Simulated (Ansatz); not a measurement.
## Is this BaH structure stable?

It was reached by relaxing an invented guess, and it needn't be the stable form of this composition.

Theory: DFT PBE, scalar-relativistic, plane waves, PAW (Ansatz 0.2.0). The final run on the 2-atom cell used 420 eV, a Γ-centred 18×18×18 mesh, 0.10 eV smearing and no spin polarisation.

```xyz
2
Lattice="0.0000 2.9036 2.9036 2.9036 0.0000 2.9036 2.9036 2.9036 0.0000" Properties=species:S:1:pos:R:3 pbc="T T T"
Ba    0.0000    0.0000    0.0000
H     2.9036    2.9036    2.9036
```

The zero of energy is the elements' standard structures at the same level (H₂ as a molecule); no fitted shifts are applied.

**Question.** These tests were run: energy against the elements; phonons at Γ. What do they show?

**Answer.**

| test | result |
| --- | --- |
| energy against the elements | −0.26 eV/atom |
| phonons at Γ | lowest optical mode 516 cm⁻¹ |

It fails none of these tests. Whether a mixture of other phases lies lower isn't tested here. Phonons away from Γ weren't computed.

The cell is a metal run without spin; a magnetic state may lie lower. With hydrogen, zero-point motion can shift formation energies by some tens of meV/atom. The run for the phonons used an 18×18×18 k mesh and Fermi–Dirac smearing of 0.15 eV.
